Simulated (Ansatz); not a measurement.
Task: Tc (hcp (Mg type), P6_3/mmc) is relaxed with PBE+D3(BJ) (plane waves, PAW; program Ansatz). What lattice parameters of the conventional cell result?

Result: a = 2.730 Å, c = 4.368 Å.

The PBE+D3(BJ) relaxation kept the symmetry of its start. No spin polarisation was allowed. The pairwise dispersion correction was not fitted to metals. Axis ratios of metals converge slowly with the k-mesh, so a and c are less sure than the volume.

Potentials: the later of the program's two PAW sets.
